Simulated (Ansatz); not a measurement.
## Vibrational response of TaIn4

Theory: Ansatz 0.2.0, DFT PBE, scalar-relativistic, plane waves, PAW. Settings: 420 eV plane-wave cutoff, Γ-centred 10×10×2 mesh, Gaussian smearing of 0.10 eV. No spin polarisation. Phonons by linear response, acoustic sum rule imposed.

Equilibrium structure at this level:
```xyz
10
Lattice="3.5442 0.0000 0.0000 0.0000 3.5442 0.0000 0.0000 0.0000 19.9641" Properties=species:S:1:pos:R:3 pbc="T T T"
Ta    0.0000    1.7721   19.3239
Ta    1.7721    0.0000    0.6403
In    0.0000    1.7721   11.0832
In    1.7721    0.0000    8.8810
In    0.0000    1.7721    2.3485
In    1.7721    0.0000   17.6156
In    0.0000    1.7721   15.6266
In    1.7721    0.0000   13.3751
In    1.7721    0.0000    4.3375
In    0.0000    1.7721    6.5891
```

The structure comes from a proposed guess, relaxed at this level; another structure or a mixture of phases may lie lower. In a metal, frequencies depend on the k mesh and the smearing, soft modes most. Spin–orbit coupling is left out, which matters for heavy elements.

Task: Is this structure stable against zone-centre distortions?

Result: Yes, at Γ: no optical mode is imaginary. Strains and other wave vectors aren't tested by this run.

Task: List the optical modes at Γ (i marks imaginary ones).

Result:
```
frequency (cm⁻¹)  degeneracy
              17           2
              24           2
              28           1
              37           2
              41           1
              46           2
              54           2
              56           2
              65           1
              79           1
              84           2
              88           1
              97           1
             115           2
             125           1
             146           1
             148           2
             162           1
```
